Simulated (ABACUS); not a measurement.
Worked example: self-consistent single point of Ni3Ge (P4/mmm, 4 atoms in the cell; from Materials Project mp-21008, changed as shown) in ABACUS.

Method: PBEsol, PseudoDojo 0.4 standard norm-conserving PBEsol (tails mended) pseudopotentials (plane waves; ABACUS).

The change in words: lattice vector b scaled by 0.99. Reference geometry (Pm-3m):
```xyz
4
Lattice="3.5303 0.0000 0.0000 0.0000 3.5303 0.0000 0.0000 0.0000 3.5303" Properties=species:S:1:pos:R:3 pbc="T T T"
Ni     1.7652     0.0000     1.7652
Ni     0.0000     1.7652     1.7652
Ni     1.7652     1.7652     0.0000
Ge     0.0000     0.0000     0.0000
```

Reference input (self-consistent single point, DFT, PBEsol, plane waves, PseudoDojo 0.4 standard norm-conserving PBEsol (tails mended) pseudopotentials): KPT = Gamma 7 7 7 0 0 0; basis_type = pw; dft_functional = PBESOL; ecutwfc = 98 Ry; smearing_method = fd; smearing_sigma = 0.00734986 Ry; potentials = PseudoDojo 0.4 standard norm-conserving PBEsol (tails mended); symmetry = 1; ks_solver = dav_subspace; scf_nmax = 100; scf_thr = 1.0e-09 Ry; mixing_type = pulay. This run's input differs from it in these lines:

```diff
@@ -29,3 +29,3 @@
    6.6713568296    0.0000000000    0.0000000000
-   0.0000000000    6.6713568296    0.0000000000
+   0.0000000000    6.6046438282    0.0000000000
    0.0000000000    0.0000000000    6.6713568296
@@ -39,4 +39,4 @@
    1.7651650000    0.0000000000    1.7651650000
-   0.0000000000    1.7651650000    1.7651650000
-   1.7651650000    1.7651650000    0.0000000000
+   0.0000000000    1.7475135000    1.7651650000
+   1.7651650000    1.7475135000    0.0000000000
```

Output (repeated stretches shortened):

```
 SELF-CONSISTENT
 -------------------------------------------
                                 init_chg = atomic

 PW ALGORITHM --------------- ION=   1  ELEC=   1--------------------------------

 Notice: Threshold on eigenvalues was too large.

 Density error is 0.295634057721
                          Error Threshold = 0.000436835565312
 E_KohnSham     -1184.2631376356     -16112.7266032022
 E_Fermi        1.3918207311         18.9366925374

 PW ALGORITHM --------------- ION=   1  ELEC=   2--------------------------------

 Density error is 0.865975932294
                          Error Threshold = 0.000434755967236
   [... lines left out ...]

 Density error is 1.08002694557e-09
                          Error Threshold = 2.01375821929e-11
 E_KohnSham     -1184.4126588910     -16114.7609442480
 E_Fermi        1.4443670682         19.6516221314

 PW ALGORITHM --------------- ION=   1  ELEC=  10--------------------------------

 Density error is 4.39856786581e-12
                          Error Threshold = 1.58827491995e-12
 E_KohnSham     -1184.4126588912     -16114.7609442503
 E_KS(sigma->0) -1184.4103219786     -16114.7291489232
 E_entropy(-TS) -0.0046738252        -0.0635906544
 E_Fermi        1.4443658124         19.6516050445
 charge density convergence is achieved
 final etot is -16114.760944 eV
 EFERMI = 19.651605044 eV

 STATE ENERGY(eV) AND OCCUPATIONS    NSPIN == 1
   [... 41 lines left out ...]

 TOTAL-FORCE (eV/Angstrom)
                       Ni1         0.0000000000         0.0000000000         0.0000000000
                       Ni2         0.0000000000         0.0000000000         0.0000000000
                       Ni3         0.0000000000         0.0000000000         0.0000000000
                       Ge1         0.0000000000         0.0000000000         0.0000000000

 TOTAL-STRESS (KBAR)
         8.8754365218         0.0000000000         0.0000000000
        -0.0000000000        24.2601242472        -0.0000000000
         0.0000000000        -0.0000000000         8.8754365218
 TOTAL-PRESSURE: 14.003666 KBAR

 --------------------------------------------
 !FINAL_ETOT_IS -16114.7609442503326136 eV
 --------------------------------------------
```

The run converged in 10 iterations. Against the reference run the free energy is nearly the same (within 1 meV/atom) and the pressure goes from -0.81 to 1.40 GPa.

The run has no spin polarisation, so moments on Ni cannot form. The structure comes from a collection of computed structures, made at another level of theory; the collection holds predicted forms beside known ones. No clean gap shows at this smearing width and mesh (spacing up to 0.26 Å⁻¹); the mesh is coarse for partly filled bands, so the values carry mesh errors.

Cost on one core: around 4 core-minutes (rough).

“Tails mended”: in these copies of the files the far tail of each local potential was reset to the Coulomb form.
